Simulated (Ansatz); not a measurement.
Ga in space group Cmcm (No. 63; Ga on 8g) at seven volumes, r²SCAN in the plane-wave PAW code Ansatz, shape and atoms relaxed at each. One row is withheld.

| V (Å³/atom) | P (GPa) |
|---|---|
| 18.239 | 6.47 |
| 18.840 | 3.94 |
| 19.441 | 1.79 |
| 20.042 | 0.00 |
| 20.644 | ? |
| 21.245 | -2.76 |
| 21.846 | -3.82 |

### Question
Fit the shown pressures and predict the withheld one.

### Answer
P = (3/2)B₀(x^(7/2) − x^(5/2))[1 + (3/4)(B′ − 4)(x − 1)] with x = (V₀/V)^(2/3). Least squares on the six rows gives V₀ = 20.044 Å³/atom, B₀ = 54.6 GPa, B′ = 4.83. At V = 20.644, x = 0.9805 and P = -1.50 GPa. The run itself gave -1.50 GPa.

The first step of the workflow began from a Materials Project structure, measured or hypothetical; the Crystallography Open Database files this formula in space group No. 63, but the cells were not matched. It is not the phase usual at ambient conditions (space group No. 64). The cell was relaxed with r²SCAN under the symmetry of its start; of distortions, only those at the zone centre were tested.

Potentials: the earlier of the program's two PAW sets.
